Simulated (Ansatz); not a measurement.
**SnO2 with yttrium replacing Sn: gradients before and after relaxing the atoms**

Start: a supercell of SnO2 (rutile type, P4_2/mnm) built from a refined structure from the COD, with all atoms left at the host's positions.

Space group Pmmm (No. 47); a = 6.7005, b = 6.7005, c = 9.5595 Å.

```csv
site,Wyckoff,site symmetry,x,y,z
Y,1a,mmm,0.0000,0.0000,0.0000
Sn2,2q,mm2,0.0000,0.0000,0.3333
Sn4,1f,mmm,0.5000,0.5000,0.0000
Sn5,2t,mm2,0.5000,0.5000,0.3333
Sn7,2s,mm2,0.5000,0.0000,0.1667
Sn8,1d,mmm,0.5000,0.0000,0.5000
Sn10,2r,mm2,0.0000,0.5000,0.1667
Sn11,1g,mmm,0.0000,0.5000,0.5000
O13,2i,2mm,0.3071,0.0000,0.0000
O14,4w,.m.,0.3071,0.0000,0.3333
O16,2k,2mm,0.8071,0.5000,0.0000
O17,4x,.m.,0.8071,0.5000,0.3333
O19,4v,m..,0.5000,0.3071,0.1667
O20,2p,m2m,0.5000,0.3071,0.5000
O22,4u,m..,0.0000,0.8071,0.1667
O23,2n,m2m,0.0000,0.8071,0.5000
```

One atom of each set is listed.

Method: Kohn–Sham DFT in Ansatz, PBE, plane waves and PAW, scalar-relativistic, 420 eV cutoff, Γ-centred 3×3×2 k-points, Fermi–Dirac smearing 0.01 eV, cell charge -1.

The largest force at the start is 3.5 eV/Å. Relaxing the ions at fixed cell moves them by 0.137 Å at most (atom 22, O) and 0.050 Å rms.

```tsv
site	moved (Å)	first shell before	first shell after	V_zz before (10²¹ V/m²)	η before
Y	0.000	6 O at 2.05–2.06 Å	6 O at 2.11–2.19 Å	9.48	0.55
Sn2	0.015	6 O at 2.05–2.06 Å	6 O at 2.02–2.05 Å	-5.28	0.02
Sn4	0.000	6 O at 2.05–2.06 Å	6 O at 2.05–2.06 Å	5.76	0.90
Sn5	0.006	6 O at 2.05–2.06 Å	6 O at 2.03–2.06 Å	5.54	0.98
Sn8	0.000	6 O at 2.05–2.06 Å	6 O at 2.04–2.05 Å	-6.12	0.58
Sn10	0.031	6 O at 2.05–2.06 Å	6 O at 1.99–2.08 Å	7.83	0.14
Sn11	0.000	6 O at 2.05–2.06 Å	6 O at 2.05 Å	-5.65	0.80
O13	0.050	2 Sn at 2.05 Å, 1 Y at 2.06 Å	2 Sn at 2.01 Å, 1 Y at 2.11 Å	8.66	0.56
O16	0.006	3 Sn at 2.05–2.06 Å	3 Sn at 2.05–2.08 Å	-10.47	0.16
O22	0.137	2 Sn at 2.05–2.06 Å, 1 Y at 2.05 Å	2 Sn at 1.99–2.02 Å, 1 Y at 2.19 Å	8.99	0.51
```

(1) What are V_zz and η after the relaxation?

Answers

(1) 

| site | V_zz after | η after | change of V_zz |
| --- | --- | --- | --- |
| Y | 11.38 | 0.58 | +1.90 |
| Sn2 | -3.62 | 0.78 | +1.66 |
| Sn4 | 6.24 | 0.54 | +0.48 |
| Sn5 | 6.44 | 0.15 | +0.90 |
| Sn8 | 5.47 | 0.88 | – |
| Sn10 | 10.15 | 0.98 | +2.32 |
| Sn11 | -3.96 | 0.95 | +1.69 |
| O13 | 8.69 | 0.43 | +0.03 |
| O16 | -10.14 | 0.17 | +0.33 |
| O22 | 9.78 | 0.43 | +0.79 |

The largest change of V_zz along a kept axis is on Sn10, from 7.83 to 10.15. The whole tensor moves most on Y, by 6.87 along its most changed direction. In per cent, |V_zz| changes by +20 on Y, -31 to +30 on Sn, -3 to +9 on O (all sites that start above 0.5, bar those whose gradient vanishes or changes sign or whose main axis turns by over 40°). Where |V_zz| stays above 0.1 and the axes keep their order, η moves most on Sn10, from 0.14 to 0.98. On Y V_xx and V_yy change places (or their axes turn by over 50°), so the two values of η hide a larger change. On Sn8 the largest principal value lies along another axis in the second run, so the two V_zz can't be compared directly. The table leaves out 6 of the 16 sites, with |V_zz| up to 10.67; their tensors move by 0.71 at most along any direction. The statements above cover all sites. The host's own positions weren't relaxed first, so part of the change far from the defect can be the host's relaxation.

The defect repeats with the cell of 36 atoms, so it feels its images: sites between two images don't show the values beside a lone defect, and zeros or small values of η there can come from the images' arrangement. O and Sn carry a gradient in the pure host already, so the values there aren't the defect's effect alone. A uniform background compensates the cell's charge. Without spin–orbit coupling (the program notes it for Sn and Y) the gradients are little affected as a rule: paired runs on crystals with a gap mostly move them by under 2 % at such atoms.
Before: The cell keeps the host's lattice, where the PBE pressure is 15 GPa (in a charged cell this depends on the convention for the mean potential). The neighbours have not yet relaxed around the defect (largest force 3.5 eV/Å), so the values at and beside it are those of a strained start, not of the defect in a real crystal.
After: The relaxation keeps the site symmetry mmm of the start, so the impurity can't leave its site; a start off the site could end lower. The cell keeps the host's lattice, where the PBE pressure is 14 GPa (in a charged cell this depends on the convention for the mean potential).
